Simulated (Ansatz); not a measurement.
## ZnCdGa4S8: Ga-71 NMR of the central transition

Cell: a computed structure from the Materials Project (it need not be an observed phase), taken as it stands.

Space group P-4 (No. 81); a = 5.5105, c = 10.4121 Å.

| site | Wyckoff | site symmetry | x | y | z |
| --- | --- | --- | --- | --- | --- |
| Zn | 1d | -4.. | 0.5000 | 0.5000 | 0.5000 |
| Cd | 1a | -4.. | 0.0000 | 0.0000 | 0.0000 |
| Ga3 | 1c | -4.. | 0.5000 | 0.5000 | 0.0000 |
| Ga4 | 1b | -4.. | 0.0000 | 0.0000 | 0.5000 |
| Ga5 | 2g | 2.. | 0.0000 | 0.5000 | 0.2536 |
| S7 | 4h | 1 | 0.2437 | 0.7551 | 0.3725 |
| S8 | 4h | 1 | 0.7329 | 0.2688 | 0.8624 |

One atom of each set is listed.

Method: Kohn–Sham DFT in Ansatz, PBE, plane waves and PAW, scalar-relativistic, 420 eV cutoff, Γ-centred 5×5×3 k-points, Fermi–Dirac smearing 0.02 eV.

Ga-71 has I = 3/2 and Q = 107.0 mb (Pyykkö 2018); at 9.4 T its Larmor frequency is ν₀ = 122.4 MHz. Only the quadrupole interaction is simulated: positions count from each site's isotropic chemical shift, and J coupling is left out, as are shift anisotropy and dipolar coupling, which fast spinning averages.

The Ga sites: Ga3 (1 atom; 4 S at 2.31 Å); Ga4 (1 atom; 4 S at 2.32 Å); Ga5 (2 atoms; 4 S at 2.30–2.31 Å).

Fitted components of the simulated spectrum:

```csv
component,|C_Q| (MHz),η
A,2.18,0.59
B,2.97,0.00
C,3.64,0.00
```

**Question.** Which site most likely gives which component?

**Answer.** By the calculation, A is Ga5, B is Ga4, C is Ga3. An axis of threefold or higher order runs through Ga4 and Ga3, so V_zz lies along it and η is zero.
